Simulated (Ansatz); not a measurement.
Kick test of a cell of Zn4SeO3

The cell was found from a proposed guess, not taken from experiment.

The calculation used DFT PBE, scalar-relativistic, plane waves, PAW in Ansatz. Settings: cutoff 420 eV, Γ-centred mesh 10×10×10 on the computed 8-atom cell, Gaussian smearing of 0.02 eV; no spin polarisation.

The cell below (8 atoms, space group I-42m (No. 121)) is relaxed within its symmetry.

```cif
data_structure
_symmetry_space_group_name_H-M 'P 1'
_symmetry_Int_Tables_number 1
_cell_length_a 5.9143
_cell_length_b 5.9143
_cell_length_c 5.9143
_cell_angle_alpha 130.702
_cell_angle_beta 130.702
_cell_angle_gamma 72.287
_cell_volume 116.23
loop_
_atom_site_label
_atom_site_type_symbol
_atom_site_fract_x
_atom_site_fract_y
_atom_site_fract_z
_atom_site_occupancy
Zn1 Zn 0.14388 0.14388 0.56797 1
Zn2 Zn 0.57591 0.57591 0.43203 1
Zn3 Zn 0.42409 0.85612 0.00000 1
Zn4 Zn 0.85612 0.42409 0.00000 1
Se1 Se 0.00000 0.00000 0.00000 1
O1 O 0.50000 0.50000 0.00000 1
O2 O 0.25000 0.75000 0.50000 1
O3 O 0.75000 0.25000 0.50000 1
```

For the test it was strained at random (σ = 1.5 % a component), the atoms were moved at random (σ = 0.05 Å), and all was relaxed again on a coarse 4×4×4 mesh (in the run’s order of axes) with 0.10 eV smearing, with no symmetry imposed.

Question: Is the structure stable against such a distortion?

Answer: It returns, within 1 meV/atom of the unmoved cell on that mesh and with the same symmetry when read at 0.1 Å (C2 at 0.01 Å, so small strains and shifts remain). So it is stable against the distortions that fit this cell and that this random move excites. Modes that don't fit the cell aren't tested.
